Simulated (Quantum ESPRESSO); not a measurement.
Simulation results for Ga₃PSeS₂ (made-up cell, one site empty)

Calculation on a made-up crystal cell, not a measurement, run twice, once with a planted mistake found by running each candidate: periodic Kohn-Sham density functional theory in plane waves with PseudoDojo standard norm-conserving scalar-relativistic pseudopotentials, each functional with its own files (v0.5 for PBE, v0.4.1 for LDA and PBEsol), no spin polarisation, no spin-orbit coupling, atoms not relaxed, stress positive in tension, energies less a fixed whole-eV offset for each atom's element; levels are Kohn-Sham levels at fractions of this cell's reciprocal vectors, counted from the reference band (half the neutral cell's valence electrons, rounded up) at Gamma; error bars cover cutoff and k-mesh only, not smearing or the files; each bar is the largest change over components, and at least 0.002 eV, 0.002 eV per angstrom or 0.02 GPa; a charged cell sits in a uniform background, with energy and stress on this program's zero of potential; energies are for the whole cell, and the offsets were chosen from early runs and are not element reference energies; a distance is the largest change of any value in units of its error bar (the energy's for the smearing term), a scale change is of lengths, and a coarse mesh keeps the half-step shift. Program: Quantum ESPRESSO 7.5.

Common to all entries: lattice type zincblende/diamond; empty site 2; intended functional pbe; intended cutoff 1170 eV; intended fermi dirac smearing 0.025 eV; intended scf tolerance 1e-07 eV; intended electrons removed 0; healthy free energy less offsets 1.249 eV; healthy scf iterations 10; healthy smearing term minus ts 0 eV; healthy pressure 0.37 GPa; healthy stress xx -0.28 GPa; healthy stress yy -1.13 GPa; healthy stress zz 0.29 GPa; healthy stress yz -2.85 GPa; healthy stress xz 1.09 GPa; healthy stress xy -3.45 GPa; healthy reference band 36; faulty reference band 36; candidate k points along each vector 1; candidate cutoff 873 eV; candidate smearing 0.47 eV; candidate functional pbesol; candidate scf tolerance 0.7 eV; candidate electrons removed 1; candidate scale change -1.77 percent; candidate first exchanged site 4; candidate second exchanged site 5; intended k mesh 4 x 4 x 4, shifted by half a step; structure shown as intended, without the mistake.

(1) Ga₃PSeS₂ (made-up cell, one site empty)

Intended structure:
```
Ga3PSeS2
1.0
      5.4977     0.0000     0.0000
      0.0000     5.4977     0.0000
      0.0000     0.0000     5.4977
Ga S P Se
3 2 1 1
Direct
  -0.02828 -0.01501 0.01155
  0.49532 -0.00347 0.53231
  0.49131 0.49221 0.01177
  0.22937 0.25243 0.27366
  0.19534 0.77114 0.75328
  0.71137 0.24592 0.73005
  0.74169 0.73349 0.26844
```

| Item | Value |
| --- | --- |
| faulty free energy less offsets | 2.296 eV |
| faulty scf iterations | 10 |
| faulty smearing term minus ts | 0 eV |
| faulty pressure | -12.05 GPa |
| faulty stress xx | 12.14 GPa |
| faulty stress yy | 11.3 GPa |
| faulty stress zz | 12.71 GPa |
| faulty stress yz | -2.87 GPa |
| faulty stress xz | 1.11 GPa |
| faulty stress xy | -3.47 GPa |
| fault kind | low cutoff |
| other mistakes compared | 7 |
| distance from healthy | 621.3 error bars |
| distance from nearest other mistake | 666 error bars |
| healthy error bar energy | 0.003876 eV |
| healthy error bar stress | 0.02 GPa |
| healthy error bar force | 0.002 eV/Å |
| healthy error bar next band up | 0.002 eV |

Atoms:
```tsv
atoms element	atom site	atom energy offset (eV)
Ga	1	-2080
Ga	3	-2080
Ga	4	-2080
S	5	-302
S	6	-302
P	7	-189
Se	8	-3300
```

Healthy forces:
```tsv
site	x (eV/Å)	y (eV/Å)	z (eV/Å)
1	-0.038	2.37	-0.658
3	-2.254	-0.672	-1.027
4	-1.141	-0.98	-0.987
5	-0.155	-0.309	-0.244
6	1.014	-1.512	-0.172
7	2.499	1.867	1.957
8	0.075	-0.764	1.13
```

Healthy levels:
```tsv
level k point	next band up (eV)
Gamma	0.565
(1/2,1/2,1/2)	0.846
(0.15,0,0)	1.087
(0,0.15,0)	1.088
(0,0,0.15)	1.077
```

Faulty forces:
```tsv
site	x (eV/Å)	y (eV/Å)	z (eV/Å)
1	-0.036	2.372	-0.66
3	-2.255	-0.669	-1.024
4	-1.144	-0.983	-0.99
5	-0.155	-0.309	-0.243
6	1.012	-1.512	-0.171
7	2.5	1.868	1.956
8	0.077	-0.766	1.133
```

Faulty levels:
```tsv
level k point	next band up (eV)
Gamma	0.565
(1/2,1/2,1/2)	0.846
(0.15,0,0)	1.087
(0,0.15,0)	1.087
(0,0,0.15)	1.077
```

Candidate mistake: coarse kmesh, low cutoff, wide smearing, wrong functional, loose scf, wrong charge, cell scaled, atoms exchanged

(2) Ga₃PSeS₂ (made-up cell, one site empty)

Structure as in entry 1.

| Item | Value |
| --- | --- |
| faulty free energy less offsets | 0.958 eV |
| faulty scf iterations | 11 |
| faulty smearing term minus ts | -0.978 eV |
| faulty pressure | 1.21 GPa |
| faulty stress xx | -1.01 GPa |
| faulty stress yy | -2 GPa |
| faulty stress zz | -0.61 GPa |
| faulty stress yz | -3.29 GPa |
| faulty stress xz | 0.82 GPa |
| faulty stress xy | -3.25 GPa |
| fault kind | wide smearing |
| other mistakes compared | 7 |
| distance from healthy | 252.3 error bars |
| distance from nearest other mistake | 301.4 error bars |
| healthy error bar energy | 0.003876 eV |
| healthy error bar stress | 0.02 GPa |
| healthy error bar force | 0.002 eV/Å |
| healthy error bar next band up | 0.002 eV |

Atoms:
```tsv
atoms element	atom site	atom energy offset (eV)
Ga	1	-2080
Ga	3	-2080
Ga	4	-2080
S	5	-302
S	6	-302
P	7	-189
Se	8	-3300
```

Healthy forces:
```tsv
site	x (eV/Å)	y (eV/Å)	z (eV/Å)
1	-0.038	2.37	-0.658
3	-2.254	-0.672	-1.027
4	-1.141	-0.98	-0.987
5	-0.155	-0.309	-0.244
6	1.014	-1.512	-0.172
7	2.499	1.867	1.957
8	0.075	-0.764	1.13
```

Healthy levels:
```tsv
level k point	next band up (eV)
Gamma	0.565
(1/2,1/2,1/2)	0.846
(0.15,0,0)	1.087
(0,0.15,0)	1.088
(0,0,0.15)	1.077
```

Faulty forces:
```tsv
site	x (eV/Å)	y (eV/Å)	z (eV/Å)
1	0.045	2.227	-0.53
3	-2.282	-0.818	-1.123
4	-1.167	-0.806	-0.896
5	-0.103	-0.311	-0.277
6	1.041	-1.372	-0.261
7	2.358	1.761	1.989
8	0.108	-0.681	1.098
```

Faulty levels:
```tsv
level k point	next band up (eV)
Gamma	0.687
(1/2,1/2,1/2)	0.968
(0.15,0,0)	1.206
(0,0.15,0)	1.21
(0,0,0.15)	1.197
```

Candidate mistake: coarse kmesh, low cutoff, wide smearing, wrong functional, loose scf, wrong charge, cell scaled, atoms exchanged

(3) Ga₃PSeS₂ (made-up cell, one site empty)

Structure as in entry 1.

| Property | Result |
| --- | --- |
| faulty free energy less offsets | 14.174 eV |
| faulty scf iterations | 10 |
| faulty smearing term minus ts | 0 eV |
| faulty pressure | -2.25 GPa |
| faulty stress xx | 2.33 GPa |
| faulty stress yy | 1.48 GPa |
| faulty stress zz | 2.94 GPa |
| faulty stress yz | -2.7 GPa |
| faulty stress xz | 1.01 GPa |
| faulty stress xy | -3.3 GPa |
| fault kind | wrong functional |
| other mistakes compared | 7 |
| distance from healthy | 3334 error bars |
| distance from nearest other mistake | 1818 error bars |
| healthy error bar energy | 0.003876 eV |
| healthy error bar stress | 0.02 GPa |
| healthy error bar force | 0.002 eV/Å |
| healthy error bar next band up | 0.002 eV |

Atoms:
```tsv
atoms element	atom site	atom energy offset (eV)
Ga	1	-2080
Ga	3	-2080
Ga	4	-2080
S	5	-302
S	6	-302
P	7	-189
Se	8	-3300
```

Healthy forces:
```tsv
site	x (eV/Å)	y (eV/Å)	z (eV/Å)
1	-0.038	2.37	-0.658
3	-2.254	-0.672	-1.027
4	-1.141	-0.98	-0.987
5	-0.155	-0.309	-0.244
6	1.014	-1.512	-0.172
7	2.499	1.867	1.957
8	0.075	-0.764	1.13
```

Healthy levels:
```tsv
level k point	next band up (eV)
Gamma	0.565
(1/2,1/2,1/2)	0.846
(0.15,0,0)	1.087
(0,0.15,0)	1.088
(0,0,0.15)	1.077
```

Faulty forces:
```tsv
site	x (eV/Å)	y (eV/Å)	z (eV/Å)
1	-0.024	2.27	-0.647
3	-2.198	-0.636	-1.001
4	-1.102	-0.955	-0.933
5	-0.093	-0.352	-0.275
6	1.01	-1.399	-0.106
7	2.381	1.763	1.925
8	0.026	-0.69	1.036
```

Faulty levels:
```tsv
level k point	next band up (eV)
Gamma	0.483
(1/2,1/2,1/2)	0.779
(0.15,0,0)	1.023
(0,0.15,0)	1.024
(0,0,0.15)	1.012
```

Candidate mistake: coarse kmesh, low cutoff, wide smearing, wrong functional, loose scf, wrong charge, cell scaled, atoms exchanged

(4) Ga₃PSeS₂ (made-up cell, one site empty)

Structure as in entry 1.

| Property | Result |
| --- | --- |
| faulty free energy less offsets | 1.338 eV |
| faulty scf iterations | 3 |
| faulty smearing term minus ts | 0 eV |
| faulty pressure | 0.57 GPa |
| faulty stress xx | -0.81 GPa |
| faulty stress yy | -1.29 GPa |
| faulty stress zz | 0.38 GPa |
| faulty stress yz | -2.18 GPa |
| faulty stress xz | 1.39 GPa |
| faulty stress xy | -3.35 GPa |
| fault kind | loose scf |
| other mistakes compared | 7 |
| distance from healthy | 1101 error bars |
| distance from nearest other mistake | 999.9 error bars |
| healthy error bar energy | 0.003876 eV |
| healthy error bar stress | 0.02 GPa |
| healthy error bar force | 0.002 eV/Å |
| healthy error bar next band up | 0.002 eV |

Atoms:
```tsv
atoms element	atom site	atom energy offset (eV)
Ga	1	-2080
Ga	3	-2080
Ga	4	-2080
S	5	-302
S	6	-302
P	7	-189
Se	8	-3300
```

Healthy forces:
```tsv
site	x (eV/Å)	y (eV/Å)	z (eV/Å)
1	-0.038	2.37	-0.658
3	-2.254	-0.672	-1.027
4	-1.141	-0.98	-0.987
5	-0.155	-0.309	-0.244
6	1.014	-1.512	-0.172
7	2.499	1.867	1.957
8	0.075	-0.764	1.13
```

Healthy levels:
```tsv
level k point	next band up (eV)
Gamma	0.565
(1/2,1/2,1/2)	0.846
(0.15,0,0)	1.087
(0,0.15,0)	1.088
(0,0,0.15)	1.077
```

Faulty forces:
```tsv
site	x (eV/Å)	y (eV/Å)	z (eV/Å)
1	0.366	1.851	1.165
3	-2.484	-2.874	-2.205
4	-1.374	0.699	-0.237
5	0.37	-0.404	-0.362
6	1.554	-1.487	0.091
7	2.689	1.741	2.109
8	-1.121	0.475	-0.561
```

Faulty levels:
```tsv
level k point	next band up (eV)
Gamma	0.367
(1/2,1/2,1/2)	0.628
(0.15,0,0)	0.856
(0,0.15,0)	0.848
(0,0,0.15)	0.84
```

Candidate mistake: coarse kmesh, low cutoff, wide smearing, wrong functional, loose scf, wrong charge, cell scaled, atoms exchanged
